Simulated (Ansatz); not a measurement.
ScIn2:
```yaml
crystal:
  lattice:
    - [2.22776, -6.80114, 0.00000]
    - [2.22776, 6.80114, 0.00000]
    - [0.00000, 0.00000, 4.46848]
  atoms:
    - { symbol: Sc, position: [0.84403, 0.15597, 0.50000] }
    - { symbol: Sc, position: [0.15597, 0.84403, 0.50000] }
    - { symbol: In, position: [0.67607, 0.32393, 0.00000] }
    - { symbol: In, position: [0.32393, 0.67607, 0.00000] }
    - { symbol: In, position: [0.50000, 0.50000, 0.50000] }
    - { symbol: In, position: [0.00000, 0.00000, 0.00000] }
```

Relaxed with r²SCAN. Special points in fractions of this cell's reciprocal vectors: Γ (0.000, 0.000, 0.000); Y (-0.500, 0.500, 0.000); C0 (-0.277, 0.723, 0.000); Σ0 (0.277, 0.277, 0.000); Z (0.000, 0.000, 0.500); A0 (0.277, 0.277, 0.500); E0 (-0.277, 0.723, 0.500); T (-0.500, 0.500, 0.500); S (0.000, 0.500, 0.000); R (0.000, 0.500, 0.500).

Task: List the band energies nearest the Fermi level at these points for r²SCAN in the plane-wave PAW code Ansatz.

Result: In eV from the Fermi level; about four levels below and three above (degenerate sets whole), none deeper than 8.9 eV; points with the same levels are listed once.

```json
[
 {"k": "Γ", "below": "-1.50 -0.78 -0.43 -0.35", "above": "0.50 1.46 1.46"},
 {"k": "Y", "below": "-1.65 -0.54 -0.43 -0.34", "above": "1.46 1.99 2.03"},
 {"k": "C0", "below": "-1.05 -0.84 -0.56 -0.54", "above": "0.38 1.52 1.56"},
 {"k": "Z", "below": "-2.80 -2.50 -1.09 -0.06", "above": "0.26 0.88 1.01"},
 {"k": "A0", "below": "-2.45 -1.71 -0.97 -0.07", "above": "0.02 1.67 1.94"},
 {"k": "T", "below": "-1.55 -1.18 -0.74 -0.17", "above": "0.85 1.50 1.87"},
 {"k": "S", "below": "-1.86 -0.99 -0.59 -0.12", "above": "0.37 1.49 1.77"},
 {"k": "R", "below": "-2.52 -1.40 -1.01 -0.63", "above": "0.08 1.91 1.99"}
]
```

Space group Cmmm. The workflow started from a Materials Project entry (that database holds measured and hypothetical structures alike); the Crystallography Open Database copy checked does not list it. With Sc and In taken as one species the cell has the higher symmetry Fm-3m, so it may be an ordered model of a mixed-site phase. Its standing as an ambient phase is unchecked. The cell was relaxed with r²SCAN under the symmetry of its start; whether a distortion lowers the energy is not shown. The run is not spin-polarised. Spin–orbit coupling is left out wherever it is not named.

Potentials: the later of the program's two PAW sets.
